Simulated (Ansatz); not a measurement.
**Relaxing KZnF$_{3}$**

Theory: DFT PBE, scalar-relativistic, plane waves, PAW (Ansatz 0.2.0). Run with 420 eV cutoff, 6×6×6 k-mesh, Gaussian smearing of 0.02 eV, no spin polarisation.

What was changed: relaxed at 60 GPa.

Other phases may be more stable at this pressure.

Command:

```bash
ansatz run input.yaml --threads 1 --pin off --max-ram 2560MiB --backend cpu --events-out ev --progress --plain --runs-dir out
```

Input:

```yaml
crystal:
  lattice:
    - [3.7058897582, 0.0, 0.0]
    - [0.0, 3.7058897582, 0.0]
    - [0.0, 0.0, 3.7058897582]
  atoms:
    - { symbol: K, position: [0.0, 0.0, 0.0] }
    - { symbol: Zn, position: [0.5, 0.5, 0.5] }
    - { symbol: F, position: [0.0, 0.5, 0.5] }
    - { symbol: F, position: [0.5, 0.0, 0.5] }
    - { symbol: F, position: [0.5, 0.5, 0.0] }
basis:
  ecutwfc: 420
kpoints:
  mp_grid: { grid: [6, 6, 6] }
hamiltonian:
  xc: pbe
scf:
  occupations: { method: gaussian, width: 0.02 }
output:
  forces: true
  stress: true
  eigenvalues: true
  write_density: true
  write_potential: true
  elf: true
  volumetric_format: npy
relax:
  adjacent_minimum: "off"
  f_tol: 0.008
  max_steps: 50
  cell: { stress_tol: 0.08, p_target: 60.0 }
```

F is the free energy. Steps run on the plane waves of an earlier cell, but the last one, and at times one on the way, on a freshly chosen basis, so a repeated geometry can differ a little in energy. The relaxation lowers the enthalpy F + PV at the target pressure, so F itself can rise.

Steps:

```tsv
step	F − F(1) (eV)	largest force component (eV/Å)	V (Å³/atom)	P (GPa)
1	0.0000	0.000	10.179	48.03
2	0.6120	0.000	9.805	58.76
3	0.6876	0.000	9.764	60.06
4	0.6952	0.000	9.764	59.73
5	0.7108	0.000	9.756	60.00
6	0.7111	0.000	9.756	60.00
```

Relaxed structure:

```yaml
crystal:
  lattice:
    - [3.65376, 0.00000, 0.00000]
    - [0.00000, 3.65376, 0.00000]
    - [0.00000, 0.00000, 3.65376]
  atoms:
    - { symbol: K, position: [0.00000, 0.00000, 0.00000] }
    - { symbol: Zn, position: [0.50000, 0.50000, 0.50000] }
    - { symbol: F, position: [0.00000, 0.50000, 0.50000] }
    - { symbol: F, position: [0.50000, 0.00000, 0.50000] }
    - { symbol: F, position: [0.50000, 0.50000, 0.00000] }
```

Symmetry: Pm-3m, No. 221, cubic system. The conventional cell has a = 3.654 Å, b = 3.654 Å, c = 3.654 Å, α = 90.00°, β = 90.00°, γ = 90.00°. Around K (site symmetry m-3m) lie 12 F at 2.58 Å. Zn (site symmetry m-3m) has 6 F at 1.83 Å as nearest neighbours. F (site symmetry 4/mmm) has 2 Zn at 1.83 Å as nearest neighbours.

The run converged. The run took 21 s on 1 thread of Arm Neoverse N1, on a shared host, peak memory 0.32 GiB.